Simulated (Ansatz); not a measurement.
In DFT-PBE in the program Ansatz with PAW potentials, MoPd in the rock salt structure (Fm-3m) relaxes to a = 5.214 Å. Pd has 6 nearest neighbours from 2.61 Å (octahedral); Mo has 6 nearest neighbours from 2.61 Å (octahedral). Against the elements it lies at 1.10 eV/atom, with no fitted shifts.

Electronic character: metallic (no gap). Gap from PBE with spin–orbit coupling: none (metallic).

An equation-of-state fit gives a bulk modulus of 170 GPa.

The start of the workflow was typed in or built on a structure type; neither database checked (COD, Materials Project) lists it. Whether it is the stable phase at ambient conditions was not checked. The PBE relaxation kept the symmetry of its start; whether a distortion lowers the energy is not shown. The run is not spin-polarised. The volume moved by 17 % from the start of the relaxation. Its formation energy is positive at this level, so the cell may be metastable or incomplete. The references are the lowest solids computed at this level, not always the standard phases. Spin–orbit coupling is left out wherever it is not named.

Potentials: the earlier of the program's two PAW sets.
